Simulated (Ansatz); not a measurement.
The elements of this relaxed trial crystal are hidden behind letters.

```
lattice vectors (Å)
   3.7351    0.0000    0.0000
   0.0000    3.7351    0.0000
   0.0000    0.0000   15.8645
fractional positions
X 0.0000 0.0000 0.6635
X 0.5000 0.5000 0.5000
X 0.0000 0.0000 0.3365
X 0.5000 0.5000 0.1710
X 0.5000 0.5000 0.8290
Z 0.0000 0.0000 0.0000
Q 0.0000 0.0000 0.5000
Q 0.5000 0.5000 0.3359
Q 0.0000 0.0000 0.1728
Q 0.5000 0.5000 0.0000
Q 0.0000 0.0000 0.8272
Q 0.5000 0.5000 0.6641
```

These are results of Ansatz, DFT PBE, scalar-relativistic, plane waves, PAW, not measurements. Cutoff 420 eV, Γ-centred 8×8×2 mesh (12-atom cell), Gaussian smearing of 0.02 eV, no spin polarisation.

```
Space group                               : P4/mmm (No. 123)
Conventional cell                         : a = 3.735 Å, c = 15.865 Å
Volume per atom                           : 18.44 Å³
Density                                   : 3.20 g/cm³
Formation energy                          : −1.278 eV/atom
Gap on the 8×8×2 mesh of the 12-atom cell : 1.18 eV
```

Energies are uncorrected and count from the elements' standard states at the same level.

Q: X is an s-block element of period 3, Z is a d-block element of period 5 and Q is a p-block element of period 3. Which elements are they?

A: X = Mg, Z = Cd, Q = S, so the formula is Mg5CdS6. Density times volume gives a mean mass of 3.20 × 18.44/1.6605 = 35.5 u per atom, and this set has 35.5 u. Mg on a site of symmetry 4mm is surrounded by 6 S at 2.59–2.64 Å; Cd is surrounded by 6 S at 2.64–2.74 Å; S on a site of symmetry 4/mmm has 6 Mg at 2.59–2.64 Å; 5 more sites not described. Other sets within the hints have nearly the same mass, so mass alone doesn't settle it; this one was computed.

Kohn–Sham gaps at this level usually fall short of measured ones. A structure relaxed within its symmetry needn't be a true minimum.
